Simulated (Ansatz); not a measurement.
The elements of this relaxed trial crystal are hidden behind letters.

```
lattice vectors (Å)
   2.5433   -5.0031    0.0000
   2.5433    5.0031    0.0000
   0.0000    0.0000    4.2182
fractional positions
X 0.6549 0.3451 0.0000
X 0.3451 0.6549 0.0000
X 0.5000 0.0000 0.5000
X 0.0000 0.5000 0.5000
Z 0.0000 0.0000 0.0000
Q 0.5000 0.5000 0.5000
```

These are results of DFT PBE, scalar-relativistic, plane waves, PAW, and for the lanthanide a 4f-in-core norm-conserving potential (Ansatz), not measurements. The final run on the 6-atom cell used 690 eV, a Γ-centred 8×8×8 mesh, 0.10 eV smearing and no spin polarisation.

- Space group: Cmmm (No. 65)
- Conventional cell: a = 5.087 Å, b = 10.006 Å, c = 4.218 Å
- Volume per atom: 17.89 Å³
- Density: 4.17 g/cm³
- Formation energy: −0.17 eV/atom
- Gap on the 8×8×8 mesh of the 6-atom cell: 0 eV (a metal)

Energies are uncorrected and count from the elements' standard states at the same level.

Question: X is an s-block element of period 2, Z is a lanthanide and Q is a p-block element of period 4. Which elements are they?

Answer: X = Li, Z = Tm, Q = Ge, so the formula is Li4TmGe. Density times volume gives a mean mass of 4.17 × 17.89/1.6605 = 44.9 u per atom, and this set has 44.9 u. Li on a site of symmetry m2m is surrounded by 2 Ge at 2.62 Å, 4 Li at 2.64 Å, 2 Tm at 2.98 Å, 3 Li at 3.10–3.18 Å and 1 Tm at 3.45 Å; Tm has 4 Li at 2.98 Å, 4 Ge at 3.30 Å and 10 Li at 3.45–3.51 Å; around Ge lie 4 Li at 2.62 Å, 4 Li at 2.81 Å and 4 Tm at 3.30 Å; 1 more site not described. Other sets within the hints have nearly the same mass, so mass alone doesn't settle it; this one was computed.

A structure relaxed within its symmetry needn't be a true minimum. Another cell of the same search, in Cmmm, lies 59 meV/atom lower, so this cell isn't the stable form at this level.

The lanthanide is trivalent by construction, without f bands, f moments or other valences. The reference runs of the other elements, and any phases without the lanthanide, used 420 eV, which shifts energies against them by under 10 meV/atom. The lanthanide's reference is the lowest of its hcp, dhcp and fcc cells.
